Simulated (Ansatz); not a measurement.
A geometry of CeO₂ away from equilibrium: the start of the relaxation of a generated cell, CeO2 built in the alpha-cristobalite structure type. All values below come from PBE (plane waves to 420 eV, PAW, scalar-relativistic; Ansatz, a first-principles code). Γ-centred k-mesh 3×3×2 on the run's cell (coarser than for final values), Fermi–Dirac smearing 0.05 eV.

```xyz
12
Lattice="6.2901 0.0000 0.0000 0.0000 6.2901 0.0000 0.0000 0.0000 8.7434" Properties=species:S:1:pos:R:3:forces:R:3 pbc="T T T" free_energy=-30857.311 pressure_GPa=9.0
Ce     1.9166     1.9166     0.0000    0.0505    0.0505    0.0000
Ce     5.0617     1.2285     6.5575    0.0505   -0.0505    0.0000
Ce     1.2285     5.0617     2.1858   -0.0505    0.0505    0.0000
Ce     4.3735     4.3735     4.3717   -0.0505   -0.0505    0.0000
O      1.4977     0.6976     1.5965   -0.0826    0.6192    0.5071
O      4.6427     2.4475     4.9610   -0.0826   -0.6192   -0.5071
O      1.6474     3.8426     0.5893    0.0826    0.6192   -0.5071
O      4.7925     5.5926     5.9682    0.0826   -0.6192    0.5071
O      5.5926     4.7925     2.7751   -0.6192    0.0826   -0.5071
O      2.4475     4.6427     3.7824   -0.6192   -0.0826    0.5071
O      3.8426     1.6474     8.1541    0.6192    0.0826    0.5071
O      0.6976     1.4977     7.1468    0.6192   -0.0826   -0.5071
```

Positions in Å, forces in eV/Å, free energy of the cell in eV (comparable only within this code, potentials and settings). Largest force: 0.80 eV/Å, on O5, O6, O7, O8, O9, O10, O11, O12 (atoms numbered as listed); the geometry lies 0.13 eV/atom above the end of its relaxation.

Spin-polarised start, with parallel moments on Ce.

No spin polarisation in the result: the starting moments vanished. The d or f electrons are treated with no Hubbard U. The 4f state was not searched, so a lower electronic state may exist.

The run could not lose the symmetry of its start, so the end can be a saddle point.

The end of the path is a generated cell of CeO2: the first start was made by placing the elements on the sites of a structure type, and the end was not matched to a known phase here, so it may be hypothetical. Known forms of CeO2 include space group No. 225.
